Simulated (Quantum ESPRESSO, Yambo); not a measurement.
BaO (NiAs type, space group P6_3/mmc, No. 194) under biaxial strain (along x and y, z relaxed), counted from the cell relaxed with PBEsol, atoms relaxed at each step. PBEsol (Quantum ESPRESSO, PseudoDojo norm-conserving, 84 Ry, without SOC); G0W0 in Yambo (6×6×2 Γ-centred k mesh, 121 bands and a 7 Ry block in the screening, 121 bands in G with the Bruneval-Gonze terminator, plasmon pole fitted at 27.2 eV).

```csv
strain s (%),PBEsol direct gap at M (eV),G0W0 direct gap at M (eV)
-2,?,?
-1,2.443,3.541
0,2.452,3.539
+1,2.452,3.531
+2,2.441,3.506
```

Problem. Fit a parabola in s to each column by least squares and predict the withheld row.

Solution. PBEsol: E = 2.452 + 0.0044 s − 0.0050 s² (largest residual 0 meV), giving 2.424 eV at s = -2; the run gave 2.424 eV, a miss of 1 meV. G0W0: E = 3.541 − 0.0055 s − 0.0057 s² (largest residual 1 meV), giving 3.529 eV at s = -2; the run gave 3.530 eV, a miss of 1 meV. The withheld row lies outside the fitted range, so this is an extrapolation. The GW settings are held fixed; their convergence isn't established. 

This is not the ordinary phase of the substance; no match was found in the copy of COD used, and its stability was not checked.
